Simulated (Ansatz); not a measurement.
**An Ansatz input for Ba2RuN3**

```yaml
crystal:
  lattice:
    - [2.9988849978, -5.9665261216, 0.0]
    - [2.9988849978, 5.9665261216, 0.0]
    - [0.0, 0.0, 13.1372024836]
  atoms:
    - { symbol: Ba, position: [0.9362905, 0.0637095, 0.362946] }
    - { symbol: Ba, position: [0.4362905, 0.5637095, 0.137054] }
    - { symbol: Ba, position: [0.0637095, 0.9362905, 0.637054] }
    - { symbol: Ba, position: [0.5637095, 0.4362905, 0.862946] }
    - { symbol: Ba, position: [0.1394785, 0.8605215, 0.080642] }
    - { symbol: Ba, position: [0.6394785, 0.3605215, 0.419358] }
    - { symbol: Ba, position: [0.8605215, 0.1394785, 0.919358] }
    - { symbol: Ba, position: [0.3605215, 0.6394785, 0.580642] }
    - { symbol: Ru, position: [0.761229, 0.238771, 0.164596], spin: 2.0 }
    - { symbol: Ru, position: [0.261229, 0.738771, 0.335404], spin: 2.0 }
    - { symbol: Ru, position: [0.238771, 0.761229, 0.835404], spin: 2.0 }
    - { symbol: Ru, position: [0.738771, 0.261229, 0.664596], spin: 2.0 }
    - { symbol: "N", position: [0.9889875, 0.5110125, 0.25] }
    - { symbol: "N", position: [0.0110125, 0.4889875, 0.75] }
    - { symbol: "N", position: [0.91668, 0.08332, 0.129282] }
    - { symbol: "N", position: [0.41668, 0.58332, 0.370718] }
    - { symbol: "N", position: [0.08332, 0.91668, 0.870718] }
    - { symbol: "N", position: [0.58332, 0.41668, 0.629282] }
    - { symbol: "N", position: [0.8382485, 0.1617515, 0.552002] }
    - { symbol: "N", position: [0.3382485, 0.6617515, 0.947998] }
    - { symbol: "N", position: [0.1617515, 0.8382485, 0.447998] }
    - { symbol: "N", position: [0.6617515, 0.3382485, 0.052002] }
    - { symbol: "N", position: [0.4889875, 0.0110125, 0.25] }
    - { symbol: "N", position: [0.5110125, 0.9889875, 0.75] }
magnetization:
  spin_polarized: true
kpoints:
  mp_grid: { grid: [6, 6, 3] }
scf:
  occupations: { method: fermi_dirac, width: 0.05 }
  max_iter: 100
hamiltonian:
  xc: pbe
  pseudopotentials: { kind: paw }
output:
  forces: true
  stress: true
  populations: true
  efg:
    quadrupole_moments_barn: { Ba: 0.236, Ru: 0.079, "N": 0.02044 }
    contact_densities: true
ENCUT: 60
```

```sh
ansatz run input.yaml --threads 2 --pin off --max-ram 5120MiB --backend cpu --events-out ev --progress --plain --runs-dir out
```

(1) Does this calculation finish, and if not, why?

## Answers

(1) The program refused the input. The input holds a keyword of another program. The program says:

```
Error: YAML parse error: error: line 48 column 1: unknown field `ENCUT`, expected one of crystal, accuracy, basis, kpoints, hamiltonian, magnetization, projection, total_charge, correlation, batch, efield, external_charges, scf, relax, neb, saddle, md, ramp, phonons, dielectric, real_time, elastic, magnetic_configurations, gw, evaluate, workflow, output, checkpoint, execution
  --> <input>:48:1
   |
46 |     quadrupole_moments_barn: { Ba: 0.236, Ru: 0.079, "N": 0.02044…
47 |     contact_densities: true
48 | ENCUT: 60
   | ^ unknown field `ENCUT`, expected one of crystal, accuracy, basis, kpoints, hamiltonian, magnetization, projection, total_charge, correlation, batch, efield, external_charges, scf, relax, neb, saddle, md, ramp, phonons, dielectric, real_time, elastic, magnetic_configurations, gw, evaluate, workflow, output, checkpoint, execution
```

Against a sound input the change was `ENCUT`: not typed → 60; `scf.max_iter`: not typed → 100.

With the sound settings the run converges and gives V_zz (10²¹ V/m²) Ba1 7.07 (η 0.41), Ba5 -3.53 (η 0.49), Ru -6.03 (η 0.74), N13 1.41 (η 0.22), N15 -2.26 (η 0.59), N19 1.83 (η 0.78); a site carries the number of its first atom in the input. The largest force is 0.3 eV/Å, so the atoms aren't at the calculated equilibrium and relaxing them would move these values. With no gap above 0.1 eV, as in a metal, the gradients converge slowly in k; expect changes of a tenth or more on a denser mesh. Without spin–orbit coupling (the program notes it for Ba and Ru) the gradients can shift somewhat, as the gap is small. With these PAW files V_zz is typically within 2 to 3 % of all-electron values, but misses above 10 % occur on Ru. Semilocal functionals make gaps too small and can close them, so the real compound need not be a metal. The start moments die out, and the run ends without spin.
